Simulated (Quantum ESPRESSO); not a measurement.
MgZr4Ag2Al, input and log of a self-consistent run

A calculation, not a measurement. The program is pw.x of Quantum ESPRESSO 7.5 (plane-wave density functional theory). The cell is made up: eight metal atoms on a hexagonal close-packed lattice, with elements, volume, strain and displacements drawn at random and not relaxed, so it may be unstable or far from any real phase. PseudoDojo standard norm-conserving files set the functional (PBE unless stated); there is no spin polarisation or spin-orbit coupling, the Fermi-Dirac width of 0.25 eV means electrons at about 2900 K, and the masses in the input are unused placeholders. A spin test at this wide smearing found no moment, but such smearing suppresses magnetism that the real alloy may have.

Input:

```
&control calculation='scf', pseudo_dir='./dojo.nc.sr.pbe.v0_5.standard.upf', outdir='./o', disk_io='minimal', tprnfor=.true., tstress=.true. /
&system ibrav=0, nat=8, ntyp=4, nbnd=63, ecutwfc=84.00895049, nosym=.true., tot_charge=0,
 occupations='smearing', smearing='fd', degauss=0.0183746611
/
&electrons conv_thr=1.470e-08, electron_maxstep=70, mixing_beta=0.5 /
ATOMIC_SPECIES
Ag 1.0 Ag.upf
Al 1.0 Al.upf
Mg 1.0 Mg.upf
Zr 1.0 Zr.upf
CELL_PARAMETERS angstrom
3.099 -0.0039 -0.0554
-0.0068 5.5206 -0.0176
-0.1826 -0.0334 10.2617
ATOMIC_POSITIONS angstrom
Mg -0.0676 -0.0076 -0.0345
Zr -0.0767 0.1092 5.0284
Zr 0.0509 1.8822 2.4794
Ag -0.1434 1.9119 7.8393
Zr 1.3904 2.8182 0.0078
Al 1.4484 2.769 5.112
Zr 1.4584 4.5047 2.5416
Ag 1.3377 4.563 7.6687
K_POINTS automatic
8 4 3 1 1 1
```

The log is shortened where brackets say so; the opening notice, blank lines, dates and the lines on written files are dropped, and the path of the files is cut. It prints rydbergs, bohrs and kilobars, and counts compression as positive stress. Its total energy is the free energy E - TS of the whole cell.

```
     Program PWSCF v.7.5
     Parallel version (MPI & OpenMP), running on       4 processor cores
     Number of MPI processes:                 4
     Threads/MPI process:                     1
     [start-up lines left out]
     bravais-lattice index     =            0
     lattice parameter (alat)  =       5.8572  a.u.
     unit-cell volume          =    1184.3508 (a.u.)^3
     number of atoms/cell      =            8
     number of atomic types    =            4
     number of electrons       =        99.00
     number of Kohn-Sham states=           63
     kinetic-energy cutoff     =      84.0090  Ry
     charge density cutoff     =     336.0358  Ry
     scf convergence threshold =      1.5E-08
     mixing beta               =       0.5000
     number of iterations used =            8  plain     mixing
     Exchange-correlation= PBE
                           (   1   4   3   4   0   0   0)
     [axes and pseudopotential details left out]
   Cartesian axes
     site n.     atom                  positions (alat units)
         1        Mg     tau(   1) = (  -0.0218100  -0.0024520  -0.0111308  )
         2        Zr     tau(   2) = (  -0.0247459   0.0352315   1.6223274  )
         3        Zr     tau(   3) = (   0.0164220   0.6072597   0.7999361  )
         4        Ag     tau(   4) = (  -0.0462656   0.6168419   2.5292163  )
         5        Zr     tau(   5) = (   0.4485888   0.9092441   0.0025165  )
         6        Al     tau(   6) = (   0.4673015   0.8933706   1.6492996  )
         7        Zr     tau(   7) = (   0.4705279   1.4533646   0.8200039  )
         8        Ag     tau(   8) = (   0.4315861   1.4721741   2.4741752  )
     number of k points=    48  Fermi-Dirac smearing, width (Ry)=  0.0184
                       cart. coord. in units 2pi/alat
        k(    1) = (   0.0635229   0.0704233   0.0517004), wk =   0.0416667
        k(    2) = (   0.0599212   0.0697767  -0.1497293), wk =   0.0416667
     [further k points left out]
     Dense  grid:   123147 G-vectors     FFT dimensions: (  36,  64, 120)
     Estimated max dynamical RAM per process >     371.36 MB
     Estimated total dynamical RAM >       1.36 GB
     Initial potential from superposition of free atoms
     starting charge      98.9864, renormalised to      99.0000
     Starting wfcs are   69 randomized atomic wfcs
     total cpu time spent up to now is        5.7 secs
     per-process dynamical memory:   291.9 Mb
     Self-consistent Calculation
     iteration #  1     ecut=    84.01 Ry     beta= 0.50
     Davidson diagonalization with overlap
     ethr =  1.00E-02,  avg # of iterations =  3.1
     total cpu time spent up to now is       18.2 secs
     total energy              =   -1143.58978122 Ry
     estimated scf accuracy    <       7.25782775 Ry
     iteration #  2     ecut=    84.01 Ry     beta= 0.50
     Davidson diagonalization with overlap
     ethr =  7.33E-03,  avg # of iterations =  4.1
     total cpu time spent up to now is       32.7 secs
     total energy              =   -1142.53594901 Ry
     estimated scf accuracy    <     112.09706049 Ry
     iteration #  3     ecut=    84.01 Ry     beta= 0.50
     Davidson diagonalization with overlap
     ethr =  7.33E-03,  avg # of iterations =  5.3
     total cpu time spent up to now is       47.1 secs
     total energy              =   -1148.33558541 Ry
     estimated scf accuracy    <       5.88094933 Ry
     iteration #  4     ecut=    84.01 Ry     beta= 0.50
     Davidson diagonalization with overlap
     ethr =  5.94E-03,  avg # of iterations =  1.8
     total cpu time spent up to now is       56.9 secs
     total energy              =   -1148.40281127 Ry
     estimated scf accuracy    <       1.35863227 Ry
     iteration #  5     ecut=    84.01 Ry     beta= 0.50
     Davidson diagonalization with overlap
     ethr =  1.37E-03,  avg # of iterations =  3.4
     total cpu time spent up to now is       68.3 secs
     total energy              =   -1148.40851863 Ry
     estimated scf accuracy    <       2.34957887 Ry
     [iterations 6 to 12 left out]
     iteration # 13     ecut=    84.01 Ry     beta= 0.50
     Davidson diagonalization with overlap
     ethr =  4.34E-09,  avg # of iterations =  2.0
     total cpu time spent up to now is      158.9 secs
     total energy              =   -1148.50414212 Ry
     estimated scf accuracy    <       0.00000031 Ry
     iteration # 14     ecut=    84.01 Ry     beta= 0.50
     Davidson diagonalization with overlap
     ethr =  3.13E-10,  avg # of iterations =  3.4
     total cpu time spent up to now is      169.9 secs
     total energy              =   -1148.50414217 Ry
     estimated scf accuracy    <       0.00000010 Ry
     iteration # 15     ecut=    84.01 Ry     beta= 0.50
     Davidson diagonalization with overlap
     ethr =  1.03E-10,  avg # of iterations =  3.0
     total cpu time spent up to now is      180.6 secs
     total energy              =   -1148.50414216 Ry
     estimated scf accuracy    <       0.00000038 Ry
     iteration # 16     ecut=    84.01 Ry     beta= 0.50
     Davidson diagonalization with overlap
     ethr =  1.03E-10,  avg # of iterations =  2.0
     total cpu time spent up to now is      190.5 secs
     total energy              =   -1148.50414218 Ry
     estimated scf accuracy    <       0.00000014 Ry
     iteration # 17     ecut=    84.01 Ry     beta= 0.50
     Davidson diagonalization with overlap
     ethr =  1.03E-10,  avg # of iterations =  1.0
     total cpu time spent up to now is      199.5 secs
     End of self-consistent calculation
     [lines on levels left out]
!    total energy              =   -1148.50414218 Ry
     estimated scf accuracy    <          8.9E-09 Ry
     smearing contrib. (-TS)   =      -0.10961906 Ry
     internal energy E=F+TS    =   -1148.39452312 Ry
     The total energy is F=E-TS. E is the sum of the following terms:
     one-electron contribution =    -630.32162871 Ry
     hartree contribution      =     346.58359743 Ry
     xc contribution           =    -190.59628612 Ry
     ewald contribution        =    -674.06020572 Ry
     convergence has been achieved in  17 iterations
     Forces acting on atoms (cartesian axes, Ry/au):
     atom    1 type  3   force =    -0.00679731    0.01494597   -0.02098407
     atom    2 type  4   force =    -0.00502018   -0.01537719    0.02086838
     atom    3 type  4   force =    -0.01569966   -0.01517178    0.04399572
     atom    4 type  1   force =    -0.00925917   -0.00703379   -0.02056240
     atom    5 type  4   force =     0.01797331   -0.01169307   -0.01092924
     atom    6 type  2   force =     0.00353657    0.01245844    0.00386867
     atom    7 type  4   force =     0.01091832    0.02112559   -0.00813663
     atom    8 type  1   force =     0.00434813    0.00074586   -0.00812043
     Total force =     0.076527     Total SCF correction =     0.000293
     Computing stress (Cartesian axis) and pressure
          total   stress  (Ry/bohr**3)                   (kbar)     P=      -18.73
  -0.00010313   0.00006267   0.00002767          -15.17        9.22        4.07
   0.00006267  -0.00005941  -0.00000766            9.22       -8.74       -1.13
   0.00002767  -0.00000766  -0.00021945            4.07       -1.13      -32.28
     init_run     :      5.29s CPU      5.50s WALL (       1 calls)
     electrons    :    192.52s CPU    193.86s WALL (       1 calls)
     forces       :      1.60s CPU      1.62s WALL (       1 calls)
     stress       :      5.28s CPU      5.28s WALL (       1 calls)
     [timing details left out]
     PWSCF        :   3m24.84s CPU   3m26.49s WALL
     JOB DONE.
```

In other units: free energy -15626.195 eV for the cell, pressure -1.87 GPa, largest force component 1.131 eV/Å in size. The run took 208 s of wall time with four MPI processes on a shared machine (Intel Xeon, 2023 or later, virtual cores), so the time is rough. A rerun of this cell at a higher cutoff and on a denser mesh moved values by no more than 0.005 eV in energy, 0.07 GPa in stress and 0.005 eV/Å in force, and a second program with other atomic files agreed on that cell to 2 % rms in force and 0.5 GPa in pressure.